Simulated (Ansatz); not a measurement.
**BaRuO3 (Pm-3m): electronic heat capacity from the density of states**

Method: DFT r2SCAN, scalar-relativistic, plane waves, PAW in Ansatz.

Plane waves to 500 eV, a k mesh through Γ of 10×10×10 on the computed 5-atom cell and Gaussian smearing (0.10 eV); collinear spin from starting moments 0 1.41 0.21 0.21 0.21 μB.

Relaxed cell: Pm-3m, a = 4.020 Å, b = 4.020 Å, c = 4.020 Å, α = 90.00°, β = 90.00°, γ = 90.00°, 5 atoms in the primitive cell. Whether it is the stable form of this composition wasn't checked.

The density of states at the Fermi level is 1.219 states/eV in the cell of 5 atoms (1 formula unit; both spins, tetrahedra on a 15×15×15 mesh). The run ends with a moment of 2.25 μB a cell (largest on a site 1.28 μB), and the figure is for this state; a paramagnetic sample can have a quite different one. Another magnetic order, if the compound takes it, can change N(E_F) and the shape of the cell a good deal, and may open a gap, where γ is close to zero.

What Sommerfeld coefficient does this give?

Per formula unit N(E_F) = 1.219 states/eV. γ = (π²/3) k_B² N(E_F) N_A = 2.357 mJ/(mol K²) per state/eV, so γ = 2.9 mJ/(mol K²), a mole of formula units. This is the bare band result: a measured γ of the same phase and magnetic order is as a rule larger by a factor 1 + λ from phonons and spin fluctuations. N(E_F) at one energy is sensitive to the mesh where the density of states has sharp peaks.

The state reached may not be the lowest one. Spin-orbit coupling is left out, which matters for the bands of heavy elements.

Only this magnetic start was tried.

Symmetry holds off the tilts and polar distortions that many cubic perovskites undergo.